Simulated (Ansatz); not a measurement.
Geometry optimisation in Ansatz: input, command and trajectory.

```yaml
crystal:
  lattice:
    - [2.2673427694, 1.3090509583, 3.8817322408]
    - [-2.2673427694, 1.3090509583, 3.8817322408]
    - [0.0, -2.6181019165, 3.8817322408]
  atoms:
    - { symbol: Bi, position: [0.237128344, 0.237128344, 0.237128344] }
    - { symbol: Bi, position: [0.762871656, 0.762871656, 0.762871656] }
basis:
  ecutwfc: 420
kpoints:
  mp_grid: { grid: [12, 12, 12] }
hamiltonian:
  xc: lda
scf:
  occupations: { method: gaussian, width: 0.1 }
output:
  forces: true
  stress: true
  eigenvalues: true
relax:
  adjacent_minimum: "off"
  f_tol: 0.005
  max_steps: 50
  cell: { stress_tol: 0.05 }
```

```bash
ansatz run input.yaml --threads 1 --pin off --max-ram 2560MiB --backend cpu --events-out ev --progress --plain --runs-dir out
```

Level of theory: DFT LDA, scalar-relativistic, plane waves, PAW in Ansatz.

Of 6 frames 6 are shown, positions in Å and forces in eV/Å; the SCF threshold varies from step to step. Steps run on the plane waves of an earlier cell, with a Pulay correction in the pressure. The basis is chosen afresh for the last frame, the zero of the energies, and at times for earlier ones too; energy and pressure can step there, also at an unchanged geometry. Where two frames share a geometry here, they differ by under 2 meV/atom and 0.3 GPa.

```xyz
2
Lattice="2.2673 1.3091 3.8817 -2.2673 1.3091 3.8817 0.0000 -2.6181 3.8817" Properties=species:S:1:pos:R:3:forces:R:3 pbc="T T T" step=1 free_energy_over_end_meV_per_atom=5.16 pressure_GPa=-1.54
Bi    0.0000    0.0000    2.7614    0.0000    0.0000   -0.1163
Bi    0.0000    0.0000    8.8838    0.0000    0.0000    0.1163
2
Lattice="2.2325 1.2890 3.8232 -2.2325 1.2890 3.8232 0.0000 -2.5779 3.8232" Properties=species:S:1:pos:R:3:forces:R:3 pbc="T T T" step=2 free_energy_over_end_meV_per_atom=2.85 pressure_GPa=1.17
Bi    0.0000    0.0000    2.7057    0.0000    0.0000    0.1763
Bi    0.0000    0.0000    8.7638    0.0000    0.0000   -0.1763
2
Lattice="2.2461 1.2968 3.8484 -2.2461 1.2968 3.8484 0.0000 -2.5935 3.8484" Properties=species:S:1:pos:R:3:forces:R:3 pbc="T T T" step=3 free_energy_over_end_meV_per_atom=-0.06 pressure_GPa=-0.09
Bi    0.0000    0.0000    2.7340    0.0000    0.0000    0.0128
Bi    0.0000    0.0000    8.8111    0.0000    0.0000   -0.0128
2
Lattice="2.2458 1.2966 3.8432 -2.2458 1.2966 3.8432 0.0000 -2.5932 3.8432" Properties=species:S:1:pos:R:3:forces:R:3 pbc="T T T" step=4 free_energy_over_end_meV_per_atom=-0.11 pressure_GPa=-0.03
Bi    0.0000    0.0000    2.7314    0.0000    0.0000    0.0122
Bi    0.0000    0.0000    8.7983    0.0000    0.0000   -0.0122
2
Lattice="2.2466 1.2971 3.8331 -2.2466 1.2971 3.8331 0.0000 -2.5942 3.8331" Properties=species:S:1:pos:R:3:forces:R:3 pbc="T T T" step=5 free_energy_over_end_meV_per_atom=-0.16 pressure_GPa=0.00
Bi    0.0000    0.0000    2.7275    0.0000    0.0000   -0.0004
Bi    0.0000    0.0000    8.7719    0.0000    0.0000    0.0004
2
Lattice="2.2466 1.2971 3.8331 -2.2466 1.2971 3.8331 0.0000 -2.5942 3.8331" Properties=species:S:1:pos:R:3:forces:R:3 pbc="T T T" step=6 free_energy_over_end_meV_per_atom=0.00 pressure_GPa=0.00
Bi    0.0000    0.0000    2.7275    0.0000    0.0000   -0.0003
Bi    0.0000    0.0000    8.7719    0.0000    0.0000    0.0003
```

Time: 67 s on 1 thread of Arm Neoverse V2, with other jobs on the host, peak memory 0.47 GiB.

Spin–orbit coupling is left out, which can shift energies with elements as heavy as these.